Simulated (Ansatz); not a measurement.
LuP (rock salt, Fm-3m), PBE in the plane-wave PAW code Ansatz, all energies at zero smearing, with the estimated change up to a 700 eV cutoff added, with one set of potentials and settings (totals compare only within such a set). Cell of 2 atoms (1 Lu, 1 P): -15491.261 eV.

```tsv
element	reference phase	E (eV/atom)
Lu	P6_3/mmc, 2 atoms in the cell	-14732.4262
P	Cmce, 4 atoms in the cell	-755.6743
```

Formation energy per atom, worked out: (-15491.261 − 1×(-14732.4262) − 1×(-755.6743))/2 = -1.580 eV/atom (-152 kJ per mol of atoms), at 0 K, without zero-point energy or fitted corrections.

The first step of the workflow began from a Materials Project structure, measured or hypothetical; the Crystallography Open Database copy checked does not list it. Whether it is the stable phase at ambient conditions was not checked. The PBE relaxation kept the symmetry of its start; its stability against distortions is not shown here. The references are the lowest solids computed at this level, not always the standard phases. Spin–orbit coupling is left out wherever it is not named.

Potentials: the later of the program's two PAW sets.
